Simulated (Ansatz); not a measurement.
**GaRu$_{3}$C: computed property card**

GaRu$_{3}$C:
```yaml
crystal:
  lattice:
    - [3.99561, 0.00000, 0.00000]
    - [0.00000, 3.99561, 0.00000]
    - [0.00000, 0.00000, 3.99561]
  atoms:
    - { symbol: Ga, position: [0.00000, 0.00000, 0.00000] }
    - { symbol: Ru, position: [0.00000, 0.50000, 0.50000] }
    - { symbol: Ru, position: [0.50000, 0.00000, 0.50000] }
    - { symbol: Ru, position: [0.50000, 0.50000, 0.00000] }
    - { symbol: C, position: [0.50000, 0.50000, 0.50000] }
```

Space group Pm-3m (No. 221), anti-perovskite; conventional cell a = b = c = 3.996 Å, α = β = γ = 90.00°.

Method: plane-wave PAW r²SCAN (Ansatz code). Structure relaxed to zero pressure with the same functional. Other levels are named where they apply.

### Cell and energy

```json
{
 "volume_per_atom": "12.76 Å³",
 "density": "10.02 g/cm³",
 "Formation energy from the elements (no fitted shifts)": "0.071 eV/atom"
}
```

### Electronic structure

```json
{
 "electronic_character": "metallic (no gap)",
 "Density of states at the Fermi level": "0.92 states/eV per atom (mean over ±0.08 eV)",
 "Gap with spin–orbit coupling": "none (metallic)"
}
```

### Mechanics

```json
{
 "Bulk modulus (Birch–Murnaghan fit)": "2670 kbar",
 "Pressure derivative B′": "4.7",
 "Elastic constants (relaxed ions, GPa)": "C11 = 531, C12 = 136, C44 = 103",
 "mechanical_stability": "stable (all eigenvalues of C positive)",
 "hill_bulk_and_shear_moduli": "268 and 134 GPa",
 "Young's modulus": "345 GPa",
 "Poisson's ratio": "0.29",
 "debye_temperature_from_the_elastic_constants": "520 K"
}
```

The start of the workflow was typed in or built on a structure type; neither database checked (COD, Materials Project) lists it. Its standing as an ambient phase is unchecked. Symmetry was held in the r²SCAN relaxation; its stability against distortions is not shown here. No spin polarisation was allowed. As this level gives no gap, shear constants depend on the k-mesh and smearing (Fermi–Dirac, 0.1 eV here). The references are the lowest solids computed at this level, not always the standard phases. Spin–orbit coupling is left out wherever it is not named.

Potentials: the later of the program's two PAW sets.
